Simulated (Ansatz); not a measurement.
# ¹¹B NMR of the central transition in BH₆N

Cell: a Materials Project structure (computed, not necessarily an observed phase), taken as it stands.

```cif
data_BH6N
_symmetry_space_group_name_H-M 'Cmc2_1'
_symmetry_Int_Tables_number 36
_cell_length_a 6.0401
_cell_length_b 6.5148
_cell_length_c 6.0556
_cell_angle_alpha 90.000
_cell_angle_beta 90.000
_cell_angle_gamma 90.000
loop_
_atom_site_label
_atom_site_type_symbol
_atom_site_symmetry_multiplicity
_atom_site_Wyckoff_symbol
_atom_site_fract_x
_atom_site_fract_y
_atom_site_fract_z
B B 4 a 0.5000 0.6526 0.2906
H3 H 4 a 0.5000 0.6864 0.9333
H5 H 8 b 0.6374 0.8752 0.0517
H9 H 4 a 0.5000 0.7670 0.4502
H11 H 8 b 0.1657 0.0440 0.2905
N N 4 a 0.5000 0.7834 0.0684
```

One atom of each set is listed; the run and its k-mesh use a cell of 16 atoms with edges of 4.44, 4.44, 6.06 Å.

Computed with Ansatz: DFT, PBE, plane waves and PAW, scalar-relativistic, 420 eV cutoff, Γ-centred 7×7×5 k-points, Fermi–Dirac smearing 0.05 eV.

¹¹B has I = 3/2 and Q = 40.59 mb (Pyykkö 2018); at 18.8 T its Larmor frequency is ν₀ = 256.9 MHz. Only the quadrupole interaction is simulated: positions count from each site's isotropic chemical shift, and J coupling is left out, as are shift anisotropy and dipolar coupling, which fast spinning averages.

**Question.** Simulate the second-order pattern (fast magic-angle spinning, Gaussian broadening 0.02 kHz) of site B (3 H at 1.22–1.23 Å, 1 N at 1.59 Å).

**Answer.** The calculation gives C_Q = 1.44 MHz and η = 0.15, so ν_Q = 0.720 MHz and the centre of gravity lies at -0.792 ppm (-0.203 kHz).

```
offset (kHz)  height
     -0.5260       0
     -0.5043       4
     -0.4826       7
     -0.4608       7
     -0.4391       7
     -0.4174       8
     -0.3957       8
     -0.3740       8
     -0.3523      13
     -0.3305      44
     -0.3088      78
     -0.2871      78
     -0.2654      59
     -0.2437      53
     -0.2219      51
     -0.2002      51
     -0.1785      52
     -0.1568      56
     -0.1351      63
     -0.1133      82
     -0.0916     100
     -0.0699      72
     -0.0482      25
     -0.0265       0
```
